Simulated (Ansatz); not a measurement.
Starting cell, TiN (rock salt):

```yaml
crystal:
  lattice:
    - [0.00000, 2.10198, 2.10198]
    - [2.10198, 0.00000, 2.10198]
    - [2.10198, 2.10198, 0.00000]
  atoms:
    - { symbol: N, position: [0.00000, 0.00000, 0.00000] }
    - { symbol: Ti, position: [0.50000, 0.50000, 0.50000] }
```

In this cell atom 1 (N, nearest neighbour Ti at 2.102 Å; its periodic images, 3.0 Å or more away, move with it) is moved by s along Cartesian [110], unit vector (0.707, 0.707, 0.000); all other atoms and the cell stay fixed.

Calculation: PBEsol (plane waves to 420 eV, PAW, scalar-relativistic; Ansatz, an electronic-structure program). k mesh 15×15×15 (Γ-centred), Fermi-Dirac smearing 0.05 eV. Energies are smeared free energies. With partly filled bands, energies and forces of such displacements shift with the k mesh and the smearing. TiN is run without spin polarisation. TiN was relaxed with its symmetry unable to fall. The zero of ΔE is the undisplaced structure.

Successive frames, forces in eV/Å:

```csv
frame,ΔE (meV/cell),F on N1,F on Ti2
s = -0.336 Å,643,"(2.707, 2.707, 0.000)","(-2.707, -2.707, 0.000)"
s = -0.252 Å,363,"(2.040, 2.040, 0.000)","(-2.040, -2.040, 0.000)"
s = -0.168 Å,161,"(1.351, 1.351, 0.000)","(-1.351, -1.351, 0.000)"
```

Problem. What are the energy and the forces in the next frame, s = -0.084 Å?

Solution. ΔE (meV/cell) = 40.

```tsv
atom	Fx	Fy	Fz
N1	0.681	0.681	0.000
Ti2	-0.681	-0.681	0.000
```

(For displaced atoms, the force is minus the slope of the energy, and its curvature is a force constant, which sets phonon frequencies.)
